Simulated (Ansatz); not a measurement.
Consider the following.

InAs:
```yaml
crystal:
  lattice:
    - [4.12482, 0.00000, 0.00000]
    - [0.00000, 4.12482, 0.00000]
    - [0.00000, 0.00000, 7.22249]
  atoms:
    - { symbol: In, position: [0.00000, 0.50000, 0.00000] }
    - { symbol: In, position: [0.50000, 0.00000, 0.50000] }
    - { symbol: As, position: [0.00000, 0.00000, 0.25000] }
    - { symbol: As, position: [0.00000, 0.00000, 0.75000] }
```

This is the PBE-relaxed structure.

Q: All from PBE (plane waves, PAW; program Ansatz), unless another level is named. Estimate the electronic character.

A: metallic (no gap).

Q: Next, the formation energy from the elements (no fitted shifts)?

A: 0.21 eV/atom.

Q: And the density of states at the Fermi level?

A: 0.50 states/eV per atom (mean over ±0.08 eV).

Space group P4_2/mmc. The cell is a constructed one: a structure type filled with these elements; neither database checked (COD, Materials Project) lists it. It is not the phase usual at ambient conditions (space group No. 216). The PBE relaxation kept the symmetry of its start; whether a distortion lowers the energy is not shown. The references are the lowest solids computed at this level, not always the standard phases. Scalar-relativistic: spin–orbit coupling is off unless named, which matters more the heavier the elements.

Potentials: the later of the program's two PAW sets.
